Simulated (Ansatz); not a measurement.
## K2NaBCl6 (P1) at 3 levels of theory

One geometry, relaxed with PBE; plane waves with PAW potentials in Ansatz, scalar-relativistic. No spin polarisation. Gaps are the least over mesh and band path; pressure is positive in compression.

```
K Na B Cl
1.0
     5.59451    0.00000    0.00000
     0.08887    5.59450    0.00000
     0.84596    0.82319    8.95701
K Na B Cl
2 1 1 6
Direct
  0.57306 0.53977 0.28880
  0.45864 0.43139 0.71682
  0.02469 0.97995 0.49973
  0.07762 0.91844 0.99916
  0.40364 0.96745 0.00285
  0.52026 0.97329 0.51564
  0.02041 0.59397 0.99557
  0.03388 0.48475 0.48369
  0.91331 0.02584 0.17102
  0.97448 0.08516 0.82671
```

| level | cutoff (eV) | k mesh | gap (eV) | pressure (GPa) |
| --- | --- | --- | --- | --- |
| PBE | 420 | 4×4×4 | 4.85 | 0.0 |

Problem. What comes out on the same cell with r2SCAN, PBEsol?

Solution.
```json
{"level": "r2SCAN", "cutoff (eV)": "500", "k mesh": "4×4×4", "gap (eV)": "5.53", "pressure (GPa)": "-0.9"}
{"level": "PBEsol", "cutoff (eV)": "420", "k mesh": "4×4×4", "gap (eV)": "4.75", "pressure (GPa)": "-1.1"}
```

The cell was found from a structure generator's guess, not taken from experiment.
